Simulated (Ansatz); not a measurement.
**Two-dimensional strain map in Ag**

Method: DFT PBEsol, scalar-relativistic, plane waves, PAW (Ansatz). Cutoff 420 eV, Γ-centred 18×18×6 k-points, Gaussian smearing of 0.15 eV. No spin polarisation. Energies are free energies at this smearing, counted from the undisturbed cell; pressure is positive in compression.

The undisturbed cell (relaxed at this level; with this scan's settings it stands at 0.1 GPa; this form isn't the usual structure):

```
CELL_PARAMETERS angstrom
2.87095 0.00000 0.00000
-1.43548 2.48632 0.00000
0.00000 0.00000 9.33806
ATOMIC_POSITIONS crystal
Ag 0.33333 0.66667 0.25000
Ag 0.66667 0.33333 0.75000
Ag 0.00000 0.00000 0.00000
Ag 0.00000 0.00000 0.50000
```

The cell is strained by p along both x and y and by q along z, fractional coordinates fixed. Points are written (p, q).

Energy above the undisturbed cell in meV/atom (a dash: not computed):

```csv
p \ q,-0.030,-0.015,0.000,0.015,0.030
-0.030,58.4,40.3,28.4,22.0,20.5
-0.015,26.8,13.8,6.5,4.3,6.4
0.000,11.4,3.1,0.0,1.6,7.1
0.015,9.3,5.4,6.3,11.3,20.0
0.030,18.6,18.6,23.0,31.2,42.8
```

Pressure in GPa:

| p \ q | -0.030 | -0.015 | 0.000 | 0.015 | 0.030 |
| --- | --- | --- | --- | --- | --- |
| -0.030 | 14.1 | 11.3 | 8.8 | 6.6 | 4.6 |
| -0.015 | 8.7 | 6.2 | 4.0 | 2.1 | 0.4 |
| 0.000 | 4.2 | 2.0 | 0.1 | -1.6 | -3.1 |
| 0.015 | 0.5 | -1.4 | -3.1 | -4.6 | -5.9 |
| 0.030 | -2.6 | -4.3 | -5.7 | -7.0 | -8.1 |